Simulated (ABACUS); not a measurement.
Consider a self-consistent single point of Sn₄TeSe₃ (Pm, 8 atoms in the cell; from Materials Project mp-1219000).

```
Sn4TeSe3
1.0
    4.71749     0.00000     0.00000
    0.00000     4.26161     0.00000
   -0.10023     0.00000    11.97634
Sn Te Se
4 1 3
Direct
  0.58740   0.50000   0.37940
  0.88560   0.50000   0.87720
  0.38340   0.00000   0.62340
  0.12240   0.00000   0.11270
  0.01950   0.00000   0.35690
  0.50540   0.50000   0.14830
  0.99750   0.50000   0.65060
  0.49890   0.00000   0.85150
```

Level of theory: PBEsol, numerical atomic orbitals DZP (confined pseudo-atomic orbitals; energy shift 0.003 Ry), PseudoDojo 0.4 standard norm-conserving PBEsol (tails mended) pseudopotentials run with ABACUS.

ABACUS settings:

```
setting                                                                  value
---------------  -------------------------------------------------------------
basis                     DZP numerical atomic orbitals, energy shift 0.003 Ry
KPT                                                    Gamma 3 3 2 0.5 0.5 0.5
basis_type                                                                lcao
ecutwfc                                                                 100 Ry
smearing_method                                                             fd
smearing_sigma                                                  0.000734986 Ry
potentials       PseudoDojo 0.4 standard norm-conserving PBEsol (tails mended)
symmetry                                                                     1
symmetry_prec                                                            1e-05
ks_solver                                                              genelpa
scf_nmax                                                                   100
scf_thr                                                                1.0e-06
mixing_type                                                              pulay
```

Results:

Number of valence electrons: 120
Number of bands: 73
Number of k-points after the program's reduction: 6
Size of the basis: 144
Number of SCF iterations: 9
Free energy E − TS: -21294.0259 eV

Spin-orbit coupling is left out, which matters for bands and gaps with elements this heavy. The atom-centred basis is finite, which shifts total energies against plane waves. Forces and stress are left out: the polarisation orbitals used for some of these elements are too diffuse to give them reliably, and gaps can carry the same lack. The structure comes from a collection of computed structures, made at another level of theory; the collection holds predicted forms beside known ones.

Cost on one core: around 80 core-seconds (rough).

The atomic orbitals were generated for these runs; they are not ABACUS's published sets and were checked against plane waves on a few crystals only.

“Tails mended”: in these copies of the files the far tail of each local potential was reset to the Coulomb form.
